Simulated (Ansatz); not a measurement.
Ca3SnH2 in space group Cmcm (No. 63; Ca on 4c, Ca on 8g, Sn on 4c, H on 8e), the program Ansatz at the r²SCAN level (PAW), all energies at zero smearing, with the estimated change up to a 700 eV cutoff added, with one set of potentials and settings (totals compare only within such a set). Cell of 12 atoms (6 Ca, 2 Sn, 4 H): -23080.100 eV.

```csv
element,reference phase,E (eV/atom)
Ca,"Fm-3m, 1 atoms in the cell",-1821.6752
Sn,"Fd-3m, 2 atoms in the cell",-6038.6401
H,"P2_12_12_1, 8 atoms in the cell",-15.9458
```

Formation energy per atom, worked out: (-23080.100 − 6×(-1821.6752) − 2×(-6038.6401) − 4×(-15.9458))/12 = -0.749 eV/atom (-72 kJ per mol of atoms), at 0 K, without zero-point energy or fitted corrections.

The workflow started from a Materials Project entry (that database holds measured and hypothetical structures alike); the Crystallography Open Database files this formula in space group No. 63, but the cells were not matched. Its standing as an ambient phase is unchecked. The r²SCAN relaxation kept the symmetry of its start; its stability against distortions is not shown here. The references are the lowest solids computed at this level, not always the standard phases (solids in place of the gases). Spin–orbit coupling is left out wherever it is not named.

Potentials: the later of the program's two PAW sets.
